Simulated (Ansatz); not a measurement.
Sn (bcc): energy against volume

Method: Ansatz, DFT, LDA (PW92), plane waves (420 eV) with PAW, scalar-relativistic. The PAW files were generated under PBE, with cores re-solved for the functional.

The cell is scaled uniformly from the relaxed one, with fractional coordinates and shape fixed. Energies are extrapolated to zero smearing, pressures are those at the given smearing. Magnetic state: spin not included.

A Birch-Murnaghan fit gives V₀ = 25.52 Å³/atom, B₀ = 58 GPa, B₀′ = 4.8.

Problem. What are the energy above the minimum and the pressure at 24.400 Å³/atom?

Solution. 9.8 meV/atom and 2.94 GPa as computed.

Problem. What are the energy above the minimum and the pressure at 26.433 Å³/atom?

Solution. 5.5 meV/atom and -1.88 GPa as computed.

Problem. What are the energy above the minimum and the pressure at 27.450 Å³/atom?

Solution. 23.0 meV/atom and -3.57 GPa as computed.
